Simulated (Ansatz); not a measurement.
CsSnI3 (cubic perovskite)

```
CELL_PARAMETERS angstrom
      6.27133     0.00000     0.00000
      0.00000     6.27133     0.00000
      0.00000     0.00000     6.27133
ATOMIC_POSITIONS crystal
  Cs 0.00000 0.00000 0.00000
  Sn 0.50000 0.50000 0.50000
  I  0.00000 0.50000 0.50000
  I  0.50000 0.50000 0.00000
  I  0.50000 0.00000 0.50000
```

Level of theory: PBE (plane waves to 420 eV, PAW, scalar-relativistic; Ansatz, a program for electronic structure). Harmonic phonons by density-functional perturbation theory on a 6×6×6 k mesh, in cm⁻¹; i marks imaginary ones, q is in fractions of the reciprocal vectors of the cell shown, and the three acoustic modes at Γ are left out. The non-analytic (LO-TO) term is not included, so polar modes at Γ have their transverse values. CsSnI3 was relaxed with its symmetry unable to fall. Spin-orbit coupling is left out, though I is heavy. This is a high-temperature form of CsSnI3.

### Question
Is the structure dynamically stable at Γ, X = (0.5, 0.0, 0.0), M = (0.5, 0.5, 0.0), R = (0.5, 0.5, 0.5)?

### Answer
Unstable at this level: the lowest mode is 20i cm⁻¹ at M = (0.5, 0.5, 0.0).

### Question
Predict the phonon wavenumbers at Γ, X = (0.5, 0.0, 0.0), M = (0.5, 0.5, 0.0), R = (0.5, 0.5, 0.5).

### Answer
```csv
q,wavenumbers (cm⁻¹)
Γ,"9 (×3), 21 (×3), 23 (×3), 48 (×3)"
"X = (0.5, 0.0, 0.0)","11 (×2), 15 (×2), 27, 27 (×2), 31 (×2), 32, 33, 46 (×2), 102, 107"
"M = (0.5, 0.5, 0.0)","20i, 13, 15 (×2), 27 (×2), 30 (×2), 36, 44, 45, 97, 104 (×2), 111"
"R = (0.5, 0.5, 0.5)","20i (×3), 14 (×3), 44 (×3), 97 (×2), 106 (×3), 113"
```
